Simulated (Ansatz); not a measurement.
A relaxed structure of GaSb. Space group P6₃mc (No. 186), AFLOW prototype AB_hP8_186_ab_ab (B5, as in SiC). Calculation: r2SCAN (plane waves to 500 eV, PAW, scalar-relativistic; Ansatz, an electronic-structure program).

```cif
data_Ga4Sb4
_chemical_formula_sum 'Ga4 Sb4'
_space_group_name_H-M_alt 'P 1'
_space_group_IT_number 1
_cell_length_a 4.32751
_cell_length_b 4.32751
_cell_length_c 14.20772
_cell_angle_alpha 90.000
_cell_angle_beta 90.000
_cell_angle_gamma 120.000
loop_
_space_group_symop_operation_xyz
  'x, y, z'
loop_
_atom_site_label
_atom_site_type_symbol
_atom_site_fract_x
_atom_site_fract_y
_atom_site_fract_z
_atom_site_occupancy
Ga1 Ga 0.00000 0.00000 0.99959 1
Ga2 Ga 0.00000 0.00000 0.49959 1
Ga3 Ga 0.66667 0.33333 0.75044 1
Ga4 Ga 0.33333 0.66667 0.25044 1
Sb1 Sb 0.00000 0.00000 0.81316 1
Sb2 Sb 0.00000 0.00000 0.31316 1
Sb3 Sb 0.66667 0.33333 0.56244 1
Sb4 Sb 0.33333 0.66667 0.06244 1
```

For GaSb, the volume per atom is 28.80 Å³, the density comes out as 5.52 g/cm³ and the band gap is 0.42 eV, direct at Γ (no spin-orbit coupling). The shortest distances comes out as Ga–Sb 2.65 Å and the k-mesh comes out as 12×12×4.

Band energies at high-symmetry points (eV from the VBM; labels of this space group; no spin-orbit coupling), from −5 eV up to 3.3 eV:

| point | energies |
|---|---|
| Γ | -4.18 -4.14 -1.26 -1.26 -0.78 -0.78 -0.72 -0.72 -0.11 0.00 0.00 0.42 0.55 0.96 1.24 2.86 2.86 3.03 |
| M | -3.58 -3.23 -2.71 -2.11 -2.11 -2.10 -1.58 -1.25 0.75 0.91 1.15 1.87 2.22 |
| K | -4.09 -4.09 -3.23 -3.23 -2.99 -2.32 -2.32 -1.77 1.76 2.50 2.50 3.01 3.01 |
| A | -2.05 -2.05 -1.13 -1.13 -1.13 -1.13 -0.26 -0.26 -0.26 -0.26 0.69 0.69 1.42 1.42 3.17 3.17 3.17 3.17 |
| L | -3.19 -3.19 -2.55 -2.55 -2.19 -2.19 -1.54 -1.54 1.15 1.15 1.67 1.67 2.59 2.59 |
| H | -3.98 -3.98 -3.46 -3.46 -2.44 -2.44 -2.14 -2.14 1.84 1.84 2.90 2.90 |

No spin polarisation in the result. Spin-orbit coupling is missing; with elements this heavy it can move band edges by tenths of an eV or more.

The run could not lose the symmetry of its start.

The first start was generated by placing the elements on the sites of a structure type. Materials Project lists a structure of GaSb in the same space group, P6₃mc (No. 186); the sites were not compared with it, nor with measured phases. Known forms of GaSb include space group No. 216.
